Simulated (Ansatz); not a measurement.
This run works on a generated trial structure, not on a known crystal.

Input and command of a plane-wave DFT calculation in Ansatz:

```yaml
crystal:
  lattice:
    - [6.4049567585, 0.0, 0.0]
    - [-3.2024783793, 5.546855263, 0.0]
    - [0.0, 0.0, 4.9876660086]
  atoms:
    - { symbol: Ge, position: [-0.0325216928, 0.4837391536, 0.0] }
    - { symbol: Ge, position: [0.5162608464, 1.0325216928, 0.0] }
    - { symbol: Ge, position: [0.5162608464, 0.4837391536, 0.0] }
    - { symbol: Ge, position: [0.1928308169, 0.8071691831, 0.5] }
    - { symbol: Ge, position: [0.1928308169, 0.3856616337, 0.5] }
    - { symbol: Ge, position: [0.6143383663, 0.8071691831, 0.5] }
    - { symbol: Ge, position: [0.6666666667, 0.3333333333, 0.5] }
    - { symbol: I, position: [0.0, 0.0, 0.0] }
basis:
  ecutwfc: 420
kpoints:
  mp_grid: { grid: [9, 9, 8] }
hamiltonian:
  xc: pbe
scf:
  occupations: { method: gaussian, width: 0.1 }
output:
  forces: true
  stress: true
  eigenvalues: true
  write_density: true
  write_potential: true
  elf: true
  volumetric_format: npy
relax:
  adjacent_minimum: "off"
  f_tol: 0.01
  max_steps: 80
  cell: { stress_tol: 0.05 }
```

```bash
ansatz run input.yaml --threads 1 --pin off --max-ram 2560MiB --backend cpu --events-out ev --progress --plain --runs-dir out
```

Processor: Intel(R) Xeon(R) Platinum 8375C CPU @ 2.90GHz (Ice Lake), 1 thread, on a host shared with other jobs.

Q: Estimate time, memory and problem size.

A: About 2.6 min, peak memory 0.84 GiB. It solves 69 bands at 60 k points (after reduction by symmetry) with about 3485 plane waves (on the last cell), in 20 SCF iterations over 3 ionic steps.
